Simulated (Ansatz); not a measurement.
Na:
```yaml
crystal:
  lattice:
    - [-2.11180, 2.11180, 2.11180]
    - [2.11180, -2.11180, 2.11180]
    - [2.11180, 2.11180, -2.11180]
  atoms:
    - { symbol: Na, position: [0.00000, 0.00000, 0.00000] }
```

Relaxed with r²SCAN. Special points in fractions of this cell's reciprocal vectors: Γ (0.000, 0.000, 0.000); H (0.500, -0.500, 0.500); N (0.000, 0.000, 0.500); P (0.250, 0.250, 0.250).

### Question
List the band energies nearest the Fermi level at these points for r²SCAN (plane waves, PAW; program Ansatz).

### Answer
In eV from the Fermi level; about four levels below and three above (degenerate sets whole), none deeper than 8.9 eV; … stands for higher levels left out; points with the same levels are listed once.

```tsv
k	below	above
Γ	-3.44	12.54 12.54 12.54
H	–	4.76 4.76 …
N	–	0.75 1.45 8.74
P	–	2.86 2.86 2.86
```

Space group Im-3m (bcc (W type)). The cell was relaxed with r²SCAN under the symmetry of its start; phonons on a q-mesh show no instability.

Potentials: the later of the program's two PAW sets.
